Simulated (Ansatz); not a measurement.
CoPtRh:
```xyz
3
Lattice="2.6877 0.0000 0.0000 -1.3439 2.3276 0.0000 0.0000 0.0000 6.5416" Properties=species:S:1:pos:R:3 pbc="T T T"
Co     0.0000     0.0000     6.4991
Pt     0.0000     1.5518     2.0994
Rh     1.3439     0.7759     4.4846
```
The run is spin-polarised; directions of the spins, atom by atom: ↑ ↑ ↑.

Relaxed with r²SCAN.

Problem. Give the Bader charges and basin volumes of the independent atoms, DFT-r²SCAN in the program Ansatz with PAW potentials.

Solution. 

```
atom  Bader charge (e)  Bader volume (Å³)
----  ----------------  -----------------
Co1              +0.44               10.6
Pt2              -0.32               15.9
Rh3              -0.12               14.4
```

Space group P3m1. The start of the workflow was typed in or built on a structure type; neither database checked (COD, Materials Project) lists it. Whether it is the stable phase at ambient conditions was not checked. Symmetry was held in the r²SCAN relaxation; whether a distortion lowers the energy is not shown. Spin order of the final state: ferromagnetic, chosen from 3 collinear starts compared on coarse meshes (ties went to the first, and starts can fall back to one state), not a proven ground state. Other orbital occupations within this spin state were not tried. Scalar-relativistic: spin–orbit coupling is off unless named, which matters more the heavier the elements.

Potentials: the later of the program's two PAW sets.
